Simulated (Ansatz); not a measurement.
BN in space group P6_3mc (No. 186; Pearson symbol hP12) at seven volumes, plane-wave PAW PBE+D3(BJ) (Ansatz code), shape and atoms relaxed at each. One row is withheld.

| V (Å³/atom) | P (GPa) |
|---|---|
| 8.167 | 4.25 |
| 8.436 | 2.38 |
| 8.706 | 0.99 |
| 8.975 | 0.01 |
| 9.244 | ? |
| 9.513 | -1.15 |
| 9.782 | -1.45 |

Problem. Fit the shown pressures and predict the withheld one.

Solution. P = (3/2)B₀(x^(7/2) − x^(5/2))[1 + (3/4)(B′ − 4)(x − 1)] with x = (V₀/V)^(2/3). Least squares on the six rows gives V₀ = 8.976 Å³/atom, B₀ = 27.9 GPa, B′ = 10.86. At V = 9.244, x = 0.9806 and P = -0.70 GPa. The run itself gave -0.69 GPa.

The start of the workflow was typed in or built on a structure type. Its sites differ from those of the usual phase in this space group: another stacking or structure type. The cell was relaxed with PBE+D3(BJ) under the symmetry of its start; whether a distortion lowers the energy is not shown.

Potentials: the later of the program's two PAW sets.
